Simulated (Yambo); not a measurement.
G0W0@PBEsol for NaAlS$_{2}$O$_{8}$ (space group C2/m, No. 12) in Yambo. Reference settings: 2×2×2 Γ-centred k mesh, bands 2 to 222 and a 7 Ry block in the screening, 222 bands in G with the Bruneval-Gonze terminator, plasmon pole fitted at 27.2 eV. The PBEsol gap (-0.5, -0.5, 0) → Γ on this mesh is 5.53 eV; G0W0 gaps are taken between the same points.

The settings were changed. The gap went from 8.51 eV to 8.37 eV, and the shift of the valence edge from -1.60 eV to -1.20 eV.

Problem. Name the change that produced these shifts.
(A) 147 bands in G, no terminator
(B) 147 bands in G
(C) 3 Ry block
(D) 147 bands in W, 147 bands in G

Solution. A, 147 bands in G, no terminator. The others gave (gap, valence shift): 3 Ry block: 8.59, -1.69 eV; 147 bands in G: 8.50, -1.59 eV; 147 bands in W, 147 bands in G: 8.56, -1.54 eV.

Geometry of the Materials Project entry, not relaxed at this level; primitive cell a = 4.7108 Å, b = 4.7108 Å, c = 7.3088 Å, α = 92.54°, β = 92.54°, γ = 65.06°.

The structure is a Materials Project entry; no match was found in the copy of COD used, and its stability was not checked.

A shift is the quasiparticle energy of the state minus its PBEsol energy.
